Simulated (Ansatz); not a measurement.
## Al3GaN4: other elements on the same sites

All numbers below come from DFT PBEsol, scalar-relativistic, plane waves, PAW in Ansatz 0.2.0. Settings: 420 eV cutoff, 6×8×4 k-mesh, Gaussian smearing of 0.02 eV, no spin polarisation.

Starting point, cell and atoms relaxed:

```yaml
crystal:
  lattice:
    - [5.04341, 0.00000, 0.00011]
    - [0.00000, 3.13007, 0.00000]
    - [-0.00324, 0.00000, 5.41799]
  atoms:
    - { symbol: Al, position: [0.50023, 0.50000, 0.16733] }
    - { symbol: Al, position: [0.00092, 0.50000, 0.83481] }
    - { symbol: Al, position: [0.00109, 0.00000, 0.33169] }
    - { symbol: Ga, position: [0.49942, 0.00000, 0.66620] }
    - { symbol: N, position: [0.11117, 0.00000, 0.66633] }
    - { symbol: N, position: [0.12245, 0.50000, 0.16716] }
    - { symbol: N, position: [0.62512, 0.50000, 0.84019] }
    - { symbol: N, position: [0.62319, 0.00000, 0.32629] }
```

Each substitution replaces an element on all its sites; cell and atoms are then relaxed within the symmetry of the start. The crystals needn't be the stable forms of their compositions. Lengths are those of the primitive cell. Mesh and smearing follow each crystal's size and gap, and all runs are without spin polarisation.

A cell with an odd number of electrons and no spin polarisation is a metal by construction and may be lower with spin.

(1) Give the relaxed structure after Ga→Y.

(2) Give the relaxed structure after Ga→Ge.

Results:

(1)
```yaml
crystal:
  lattice:
    - [5.14371, 0.00000, -0.04179]
    - [0.00000, 3.26284, 0.00000]
    - [-0.04822, 0.00000, 5.77017]
  atoms:
    - { symbol: Al, position: [0.50802, 0.50000, 0.16501] }
    - { symbol: Al, position: [0.99621, 0.50000, 0.84630] }
    - { symbol: Al, position: [0.00005, 0.00000, 0.32265] }
    - { symbol: Y, position: [0.51229, 0.00000, 0.66245] }
    - { symbol: N, position: [0.06604, 0.00000, 0.66500] }
    - { symbol: N, position: [0.13075, 0.50000, 0.17050] }
    - { symbol: N, position: [0.63716, 0.50000, 0.87113] }
    - { symbol: N, position: [0.63307, 0.00000, 0.29697] }
```
The structure is monoclinic, space group Pm (No. 6). Conventional cell: a = 5.144 Å, b = 3.263 Å, c = 5.770 Å, α = 90.00°, β = 90.94°, γ = 90.00°. Al (site symmetry m) has 4 N at 1.83 to 1.94 Å as nearest neighbours. Around Al (site symmetry m) lie 4 N at 1.85 to 1.98 Å. Al (site symmetry m) has 4 N at 1.89 to 2.00 Å as nearest neighbours. Y (site symmetry m) has 4 N at 2.12 to 2.30 Å as nearest neighbours. Around N (site symmetry m) lie 3 Al at 1.97 to 2.00 Å. N (site symmetry m) is surrounded by 4 Al at 1.94 to 1.98 Å. N (site symmetry m) is surrounded by 2 Al at 1.83 to 1.85 Å. N (site symmetry m) is surrounded by 3 Al at 1.89 to 1.91 Å.

(2)
```yaml
crystal:
  lattice:
    - [5.19575, 0.00000, -0.11941]
    - [0.00000, 3.10883, 0.00000]
    - [-0.13157, 0.00000, 5.47562]
  atoms:
    - { symbol: Al, position: [0.50439, 0.50000, 0.16346] }
    - { symbol: Al, position: [0.98908, 0.50000, 0.85178] }
    - { symbol: Al, position: [0.01213, 0.00000, 0.33603] }
    - { symbol: Ge, position: [0.48361, 0.00000, 0.64840] }
    - { symbol: N, position: [0.09045, 0.00000, 0.68387] }
    - { symbol: N, position: [0.13841, 0.50000, 0.17831] }
    - { symbol: N, position: [0.61588, 0.50000, 0.83588] }
    - { symbol: N, position: [0.64964, 0.00000, 0.30227] }
```
It takes space group Pm (No. 6, monoclinic). The conventional cell has a = 5.197 Å, b = 3.109 Å, c = 5.477 Å, α = 90.00°, β = 92.69°, γ = 90.00°. Al (site symmetry m) is surrounded by 4 N at 1.87 to 1.91 Å. Al (site symmetry m) is surrounded by 4 N at 1.89 to 1.94 Å. Around Al (site symmetry m) lie 4 N at 1.88 to 1.93 Å. Around Ge (site symmetry m) lie 4 N at 1.97 to 2.12 Å. N (site symmetry m) is surrounded by 3 Al at 1.89 to 1.93 Å and 1 Ge at 2.06 Å. N (site symmetry m) is surrounded by 4 Al at 1.91 to 1.92 Å. N (site symmetry m) is surrounded by 2 Al at 1.91 to 1.94 Å and 2 Ge at 1.97 Å. N (site symmetry m) has 3 Al at 1.87 to 1.88 Å and 1 Ge at 2.12 Å as nearest neighbours.